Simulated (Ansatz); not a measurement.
Relaxed-ion elastic tensor of AlGa3N4 in space group P-43m (No. 215; Al on 1a, Ga on 3c, N on 4e) in GPa (Voigt order), PBEsol in the plane-wave PAW code Ansatz; density 5.44 g/cm³, 11.15 Å³ per atom.

```
     1    2    3    4    5    6
-  ---  ---  ---  ---  ---  ---
1  275  150  150  0.0  0.0  0.0
2  150  275  150  0.0  0.0  0.0
3  150  150  275  0.0  0.0  0.0
4  0.0  0.0  0.0  157  0.0  0.0
5  0.0  0.0  0.0  0.0  157  0.0
6  0.0  0.0  0.0  0.0  0.0  157
```

Problem. Is the crystal mechanically stable?

Solution. Yes: the smallest eigenvalue of C is 125 GPa.

Problem. Work out the Voigt, Reuss and Hill averages.

Solution. K_V = 192, K_R = 192, K_H = 192; G_V = 119, G_R = 97.6, G_H = 108 GPa.

Problem. Give Young's modulus, Poisson's ratio, Pugh's ratio and the universal anisotropy index.

Solution. E = 9KG/(3K + G) = 273 GPa; ν = 0.26; K/G = 1.77 (near the Pugh limit of 1.75, no verdict); A_U = 5G_V/G_R + K_V/K_R − 6 = 1.09.

Problem. Estimate the sound speeds and the Debye temperature.

Solution. v_l = √((K + 4G/3)/ρ) = 7860 m/s, v_t = √(G/ρ) = 4460 m/s, mean 4960 m/s; Θ = (h/k)(3n/4πV)^(1/3) v_m = 661 K.

Problem. Give the Zener ratio and Young's modulus along [100], [110] and [111].

Solution. A = 2C44/(C11 − C12) = 2.51; 1/E = S11 − 2(S11 − S12 − S44/2)Γ with Γ = 0, 1/4, 1/3 gives 169, 285, 369 GPa.

The workflow started from a Materials Project entry (that database holds measured and hypothetical structures alike); the Crystallography Open Database copy checked does not list it. With Al and Ga taken as one species the cell has the higher symmetry F-43m, so it may be an ordered model of a mixed-site phase. Its standing as an ambient phase is unchecked. The cell was relaxed with PBEsol under the symmetry of its start; of distortions, only those at the zone centre were tested.

Potentials: the later of the program's two PAW sets.
